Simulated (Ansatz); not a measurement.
MgI2:
```yaml
crystal:
  lattice:
    - [4.18634, 0.00000, 0.00000]
    - [-2.09317, 3.62548, 0.00000]
    - [0.00000, 0.00000, 7.17465]
  atoms:
    - { symbol: Mg, position: [0.00000, 0.00000, 0.00000] }
    - { symbol: I, position: [0.33333, 0.66667, 0.23219] }
    - { symbol: I, position: [0.66667, 0.33333, 0.76781] }
```

Relaxed with r²SCAN. Special points in fractions of this cell's reciprocal vectors: Γ (0.000, 0.000, 0.000); M (0.500, 0.000, 0.000); K (0.333, 0.333, 0.000); A (0.000, 0.000, 0.500); L (0.500, 0.000, 0.500); H (0.333, 0.333, 0.500).

Task: List the band energies nearest the valence-band maximum at these points for r²SCAN (plane waves, PAW; program Ansatz).

Result: In eV from the valence-band maximum; about four levels below and three above (degenerate sets whole), none deeper than 8.9 eV; points with the same levels are listed once.

| k | below | above |
|---|---|---|
| Γ | -0.35 -0.35 -0.05 0.00 0.00 | 4.54 5.56 7.38 7.38 |
| M | -1.60 -1.25 -0.73 -0.40 | 4.31 6.09 6.24 |
| K | -2.30 -2.30 -1.80 -0.98 -0.98 | 4.71 8.03 8.03 |
| A | -0.30 -0.30 -0.06 -0.06 | 5.38 5.62 7.25 7.25 |
| L | -1.15 -1.09 -0.68 -0.54 | 4.25 5.96 6.35 |
| H | -2.55 -2.55 -2.00 -0.52 -0.52 | 5.44 6.58 6.58 |

Space group P-3m1 (CdI2 type). The r²SCAN relaxation kept the symmetry of its start. A crystal of weakly bound layers computed without a dispersion correction: the cell and the soft elastic constants depend strongly on that. Scalar-relativistic: spin–orbit coupling is off unless named, which matters more the heavier the elements.

Potentials: the later of the program's two PAW sets.
